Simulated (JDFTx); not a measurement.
TiAl3(101) slab cut from bulk TiAl3 (space group I4/mmm, indices of the conventional cell, lattice of the Materials Project entry mp-542915, not re-optimised): 9 atoms in 9 planes, a 1x1 cell of 17.92 Å² (|a| = 3.822, |b| = 5.062 Å), 6.8 Å between the outermost planes, Al outermost, slab composition Ti2Al7, cell height 23.0 Å, 6×6×1 k mesh, Fermi smearing 0.01 Ha, no spin polarisation. Whether this polymorph is the ambient one wasn't checked. Neither spin polarisation nor a larger cell was tried.

All numbers are PBE, GBRV ultrasoft potentials, plane waves to 20/100 Ha results from JDFTx (a modified build), not measurements. Liquid on both sides: CANDLE, water, 0.5 M NaF; nuclei fixed, outer atoms relaxed in vacuum. Potentials refer to SHE, placed 4.44 V below the bulk liquid's zero by convention. The surface is an ideal bare cut with both faces alike: no reconstruction, overlayer or explicit solvent molecules. At negative charge CANDLE's numbers also depend on the cell height, by up to tenths of a volt.

```csv
U (V vs SHE),μ (eV),excess electrons per cell,"σ (μC/cm², per face)",run
-1.05,-3.39,0.245,-11.0,fixed potential
-0.77,-3.67,0.000,0.0,neutral
-0.45,-3.99,[?],[?],fixed potential
```

Question: Fill in the missing entries, row by row.

Answer: 
- -0.45, excess electrons per cell: -0.119
- -0.45, σ (μC/cm², per face): 5.3
